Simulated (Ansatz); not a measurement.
## Notes on LaP3Pd

```
CELL_PARAMETERS angstrom
4.34871 0.00000 0.00000
0.00000 4.34871 0.00000
0.00000 0.00000 4.34871
ATOMIC_POSITIONS crystal
Pd 0.00000 0.00000 0.00000
P 0.50000 0.00000 0.00000
P 0.00000 0.50000 0.00000
P 0.00000 0.00000 0.50000
La 0.50000 0.50000 0.50000
```

Level: PBE, no spin polarisation; 420 eV; 8×8×8 Γ-centred mesh; fermi-dirac occupations (width 0.1 eV); Ansatz 0.2.0, fixed geometry.

Question: What happens at the Fermi level?

Answer: It is a metal, with about 2.9 states/eV a cell as the mean within 0.25 eV of the Fermi level, mostly P p (65 %) and La d (12 %).

Question: What does the stress say?

Answer: The pressure is 38.8 GPa (compression positive), so with the atoms held at these fractions the cell would first expand.

Question: Are the atoms at rest?

Answer: The forces vanish by the symmetry of the sites.

Question: What is the formation energy?

Answer: 0.19 eV an atom against the elements' usual phases (free molecules for gases, crystals otherwise, with no correction for O₂ or N₂), so at this geometry it isn't bound against them. Relaxing would lower it.

Question: How is the charge shared?

Answer: Bader charges in e: La +1.49, P -0.38, Pd -0.33. In the mean La gives up most and P takes most.

Origin: a known structure type with other elements, at an estimated volume, so it need not be a known compound. Caveats: many states at the Fermi level without spin polarisation, so a magnetic state may lie lower; atoms or cell far from equilibrium; f levels without a U or exact exchange are poorly placed.
